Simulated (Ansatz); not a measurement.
Relaxed candidate structures of Ag:

A. Fm-3m (No. 225), cF4, fcc (Cu type); a = b = c = 4.0544 Å, α = β = γ = 90.00°; Ag 4a (0.000, 0.000, 0.000)

B. Pm-3m (No. 221), cP1, simple cubic type; a = 2.6846 Å, b = 2.6846 Å, c = 2.6846 Å, α = 90.00°, β = 90.00°, γ = 90.00°; Ag 1a (0.000, 0.000, 0.000)

C. Fd-3m, origin choice 1 (No. 227), cF8, diamond type; a = 6.038 Å, b = 6.038 Å, c = 6.038 Å, α = 90.00°, β = 90.00°, γ = 90.00°; Ag 8a (0.000, 0.000, 0.000)

Task: Order them by energy per atom (lowest first) at the level PBEsol (plane waves to 420 eV, PAW, scalar-relativistic; Ansatz, a program for electronic structure).

Result: A (reference), B (+0.40 eV/atom), C (+0.99 eV/atom)

Each run could gain symmetry but not lose that of its start, so entries can be saddle points. From databases, or of a type measured for this composition: Fm-3m, cF4, fcc (Cu type); the others are generated cells (placed on structure types, drawn at random, substituted or restacked) that were not matched to a known phase here. Energies are at zero temperature and pressure, without zero-point motion. No spin polarisation in the result.
